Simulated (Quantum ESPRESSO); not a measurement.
# Band energies of BaSnO3

```xyz
5
Lattice="4.1435 0.0000 0.0000 0.0000 4.1435 0.0000 0.0000 0.0000 4.1435" Properties=species:S:1:pos:R:3 pbc="T T T"
O      0.0000     2.0717     0.0000
O      2.0717     0.0000     0.0000
O      0.0000     0.0000     2.0717
Sn     0.0000     0.0000     0.0000
Ba     2.0717     2.0717     2.0717
```

norm-conserving LDA (Quantum ESPRESSO, 84 Ry, scalar-relativistic); path ΓXMΓRX,MR; energies in eV from the valence-band maximum.

```csv
k (1/Å),point,band 17,band 18,band 19,band 20,band 21,band 22,band 23,band 24
0.00,Γ,-1.03,-1.03,-0.48,-0.48,-0.48,0.56,4.87,4.87
0.25,,-1.14,-1.11,-1.11,-0.57,-0.57,1.65,5.30,5.32
0.76,X,-1.70,-1.13,-1.13,-0.99,-0.99,4.59,6.70,6.98
1.14,,-1.45,-1.37,-1.33,-0.89,-0.45,5.23,7.07,7.88
1.33,,-1.56,-1.50,-1.20,-0.77,-0.16,6.00,7.42,7.52
1.52,M,-1.65,-1.10,-1.10,-0.79,-0.05,6.48,7.69,7.87
1.70,,-1.53,-1.41,-1.25,-0.75,-0.13,5.98,7.26,7.72
2.05,,-1.64,-1.36,-0.93,-0.92,-0.34,3.54,6.20,6.75
2.41,,-1.08,-1.02,-0.94,-0.53,-0.46,1.17,5.09,5.10
2.59,Γ,-1.03,-1.03,-0.48,-0.48,-0.48,0.56,4.87,4.87
2.92,,-1.34,-1.34,-0.89,-0.49,-0.49,2.05,5.55,5.55
3.25,,-1.63,-1.63,-0.54,-0.47,-0.47,4.13,6.72,6.72
3.57,,-1.46,-1.46,-0.29,-0.29,-0.17,5.30,6.07,6.07
3.74,,-0.95,-0.95,-0.11,-0.11,-0.04,5.22,5.41,5.41
3.90,R,-0.77,-0.77,0.00,0.00,0.00,5.13,5.13,5.13
4.06,,-1.00,-0.85,-0.11,-0.10,-0.03,5.24,5.35,5.39
4.36,,-1.63,-1.27,-0.58,-0.56,-0.28,5.52,6.50,6.75
4.67,,-1.71,-1.24,-0.96,-0.94,-0.71,4.95,7.01,7.21
4.82,,-1.71,-1.16,-1.08,-0.99,-0.91,4.69,6.77,7.10
4.97,X,-1.70,-1.13,-1.13,-0.99,-0.99,4.59,6.70,6.98
4.97,M,-1.65,-1.10,-1.10,-0.79,-0.05,6.48,7.69,7.87
5.35,,-1.57,-0.78,-0.59,-0.59,-0.02,5.86,6.28,6.28
5.73,R,-0.77,-0.77,0.00,0.00,0.00,5.13,5.13,5.13
```

The LDA gap is indirect, 0.56 eV, from R to Γ; the smallest direct gap is 1.03 eV.

Spin-orbit splittings are left out. The cell is held in this high symmetry; tilts and polar distortions were not searched.

Geometry of the Materials Project entry, not relaxed at this level.
